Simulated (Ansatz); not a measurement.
**HfRu: moving Ru off its site**

HfRu, Pm-3m, a = 3.225 Å (as given, not relaxed at this level: -3.1 GPa). The structure is a COD entry; whether it is the stable form wasn't checked. Ansatz: PBEsol, PAW, 420 eV, Γ-centred 14×14×14 mesh on 2 atoms, Gaussian smearing 0.15 eV; no spin polarisation.

```
CELL_PARAMETERS angstrom
3.22500 0.00000 0.00000
0.00000 3.22500 0.00000
0.00000 0.00000 3.22500
ATOMIC_POSITIONS crystal
Hf 0.00000 0.00000 0.00000
Ru 0.50000 0.50000 0.50000
```

Atom 2 (Ru) moves by x along the unit vector (-1.000, 0.000, 0.000), with its periodic images; all else is held. y is the free energy of the cell over the start, F the force along the path summed over the moved atoms. Symmetry makes y even in x.

| x (Å) | y (meV) | F (eV/Å) |
| --- | --- | --- |
| -0.3000 | ? | ? |
| -0.1500 | 71.8 | 0.96 |
| 0.0000 | 0.0 | 0.00 |
| 0.0375 | 4.5 | -0.24 |
| 0.0750 | 18.0 | -0.48 |
| 0.1125 | 40.4 | -0.72 |
| 0.1875 | 111.9 | -1.18 |
| 0.2250 | 160.2 | -1.39 |
| 0.2625 | 216.2 | -1.59 |

Fit y = c2 x² + c4 x⁴ to the energies of the other rows, give the force constant, and predict energy and force of the missing row.

Least squares on the rows shown. y = 3222.7 x² − 1215.0 x⁴. The force constant is 2 c2 = 6.45 eV/Å², for the cell as given, at -3.1 GPa (for all images moving together, not for a lone atom). With two atoms in a cubic cell this is the optical mode at Γ (in a metal it hangs on mesh and smearing): ω = 521.5 √(2 c2/μ) = 165 cm⁻¹ for μ = 64.53 u. The force −dy/dx at the missing row is 1.80 eV/Å (computed 1.80). At x = -0.3000 the fit asked for gives 280.2 meV. The run gave 279.8 meV, so the fit is 0.4 meV too high, a small miss on the scale of the series.

Spin–orbit coupling is left out, which can shift energies with elements as heavy as these.